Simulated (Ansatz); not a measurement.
Trial structures of MgSc2C2: starts and ends

These are results of DFT PBE, scalar-relativistic, plane waves, PAW in Ansatz 0.2.0, not measurements. All cells share a 420 eV cutoff and Γ-centred k meshes spaced at most about 0.3 Å⁻¹ (about 0.25 or finer for metals, 2π included). No spin polarisation in the final relaxations.

Each guess was relaxed in cell and atoms at zero pressure, within the symmetry of its start. These are static total energies at zero pressure. Coordination counts C atoms around Mg and Sc (those within 1.25 times the shortest such distance or 1.15 times the sum of covalent radii, 1.27 where that leaves under three; a plus sign parts nearer from farther groups; the shortest distance is added where it exceeds 1.18 times the sum of covalent radii).

| guess | made from | start group | V start (Å³/atom) | end group | V end (Å³/atom) | coordination at the end | gap on mesh (eV) | E over the lowest end (meV/atom) |
| --- | --- | --- | --- | --- | --- | --- | --- | --- |
| 1 | CaZn2P2 type | P-3m1 | 16.4 | P-3m1 | 13.5 | Mg 6 from 2.6 Å, Sc 4+1 | 0 | 0 |
| 2 | Sr2ZnAs2 type | P-6m2 | 18.4 | ? | ? | ? | ? | ? |
| 3 | YSi2Ru2 type | I4/mmm | 16.2 | I4/mmm | 16.8 | Mg 8 from 3.2 Å, Sc 4 | 0 | 378 |
| 4 | BaZn2P2 type | I4/mmm | 16.0 | I4/mmm | 20.8 | Mg 2, Sc 4 | 1.16 | 81 |
| 5 | random cell | P4/mmm | 17.3 | P4/mmm | 18.6 | Mg 4, Sc 2 | 0 | 1149 |
| 6 | Tm2GaNi2 type | Immm | 16.1 | Immm | 13.6 | Mg 4, Sc 4 | 0 | 70 |
| 7 | random cell | P6mm | 19.5 | P6/mmm | 16.9 | Mg 2, Sc 6 | 0 | 726 |

Guess 2 as it starts:

Space group P-6m2 (No. 187). a = 3.786 Å, b = 3.786 Å, c = 7.404 Å, α = 90.00°, β = 90.00°, γ = 120.00°
| atom | site | symmetry | x | y | z |
| --- | --- | --- | --- | --- | --- |
| Mg | 1e | -6m2 | 0.6667 | 0.3333 | 0.0000 |
| Sc | 2g | 3m. | 0.0000 | 0.0000 | 0.7055 |
| C | 1f | -6m2 | 0.6667 | 0.3333 | 0.5000 |
| C | 1c | -6m2 | 0.3333 | 0.6667 | 0.0000 |

Task: Predict the end of this guess and its energy over the lowest end.

Result: It ends in space group P-6m2 (No. 187), with a = 3.538 Å, c = 6.399 Å, 13.9 Å³/atom and no gap. It lies 276 meV/atom over the lowest end, above guess 4 and below guess 3. Counting C atoms around Mg and Sc, this end has Mg 3, Sc 3+3 and the lowest (guess 1) has Mg 6 from 2.6 Å, Sc 4+1.

Space group P-6m2 (No. 187). a = 3.538 Å, b = 3.538 Å, c = 6.399 Å, α = 90.00°, β = 90.00°, γ = 120.00°
```csv
atom,site,symmetry,x,y,z
Mg,1e,-6m2,0.6667,0.3333,0.0000
Sc,2g,3m.,0.0000,0.0000,0.7058
C,1f,-6m2,0.6667,0.3333,0.5000
C,1c,-6m2,0.3333,0.6667,0.0000
```

Formation energies are uncorrected and refer to the elements' standard structures at the same level.

Task: Is the lowest end bound against the elements?

Result: Yes: its formation energy is −0.12 eV/atom. A negative formation energy is needed for stability but isn't enough: competing phases decide.

The k mesh leaves some 4 meV/atom of noise in the energy of each metallic cell. Kohn–Sham gaps at this level usually fall short of measured ones. The zero gap of P-6m2 may come from the functional, which often closes small gaps, or the cell may be a true semimetal. The reference form of C is held partly by dispersion forces, which this level lacks. Cells relaxed within their symmetry can be saddle points. A lower structure may well exist outside this small set. Some structure types and database cells were kept out of the candidates from the start, so a known form may be missing.
